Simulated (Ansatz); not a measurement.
NbAs:
```cif
data_As4Nb4
_chemical_formula_sum 'Nb4 As4'
_space_group_name_H-M_alt 'I41md'
_space_group_IT_number 109
_space_group_name_Hall 'I 4bw -2'
_cell_length_a 3.43880
_cell_length_b 3.43880
_cell_length_c 11.59472
_cell_angle_alpha 90.000
_cell_angle_beta 90.000
_cell_angle_gamma 90.000
loop_
_atom_site_label
_atom_site_type_symbol
_atom_site_symmetry_multiplicity
_atom_site_Wyckoff_symbol
_atom_site_fract_x
_atom_site_fract_y
_atom_site_fract_z
_atom_site_occupancy
Nb1 Nb 4 a 0.00000 0.00000 0.74925 1
As1 As 4 a 0.00000 0.00000 0.16775 1
```
(The calculation used a cell of 4 atoms; values per cell refer to that cell.)

Relaxed at zero pressure with plane-wave PAW PBEsol (Ansatz code).

Question: The volume is lowered by 3 % and shape and atoms relax at that volume. What pressure results, and how do the axes share the change?

Answer: 5.7 GPa; a -0.8 %, b -0.8 %, c -1.4 %; the energy rises by 9 meV/atom.

Question: Give the new structure.

Answer: 
Space group I4₁md (No. 109); a = b = 3.411 Å, c = 11.429 Å, α = β = γ = 90.00°

| atom | site | symmetry | x | y | z |
|---|---|---|---|---|---|
| Nb | 4a | 2mm. | 0.0000 | 0.0000 | 0.7490 |
| As | 4a | 2mm. | 0.0000 | 0.0000 | 0.1680 |

The phase is kept; no other phase was compared at this pressure.

Space group I4_1md. The cell was relaxed with PBEsol under the symmetry of its start. No spin polarisation was allowed.

Potentials: the earlier of the program's two PAW sets. The files were generated under PBE; for other functionals the program regenerates the frozen cores, and for LDA and PBEsol the local potential too.
